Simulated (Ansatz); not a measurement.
Fe (bcc (W type)), relaxed and computed with several functionals in Ansatz (plane waves, PAW). Much of their spread follows the volume that each gives.

```json
[
 {"functional": "PBE+D3(BJ)", "V (Å³/atom)": "11.03", "B₀ by P(V) fit (GPa)": "210"},
 {"functional": "r²SCAN+D4", "V (Å³/atom)": "11.69", "B₀ by P(V) fit (GPa)": "?"},
 {"functional": "PBEsol", "V (Å³/atom)": "10.81", "B₀ by P(V) fit (GPa)": "224"},
 {"functional": "r²SCAN", "V (Å³/atom)": "11.78", "B₀ by P(V) fit (GPa)": "176"},
 {"functional": "LDA", "V (Å³/atom)": "10.41", "B₀ by P(V) fit (GPa)": "251"},
 {"functional": "PBE", "V (Å³/atom)": "11.35", "B₀ by P(V) fit (GPa)": "192"}
]
```

Problem. Fit a straight line to ln B₀ against ln V and predict the withheld value.

Solution. Least squares on the 5 shown rows: ln B₀ = -2.91 × ln V + (12.338), with a scatter of 1 %. For r²SCAN+D4 this gives 178. The run itself gave 180, within the scatter.

Spin orders computed, not proven ground states: Fe, bcc (W type) with PBE+D3(BJ) ferromagnetic; Fe, bcc (W type) with r²SCAN+D4 ferromagnetic; Fe, bcc (W type) with PBEsol ferromagnetic; Fe, bcc (W type) with r²SCAN ferromagnetic; Fe, bcc (W type) with LDA ferromagnetic; Fe, bcc (W type) with PBE ferromagnetic. All cells were relaxed under the symmetry of their starts (and spin orders); stability against distortions was not tested throughout.

Potentials: the later of the program's two PAW sets.

Ansatz (a first-principles code) is a plane-wave DFT program.
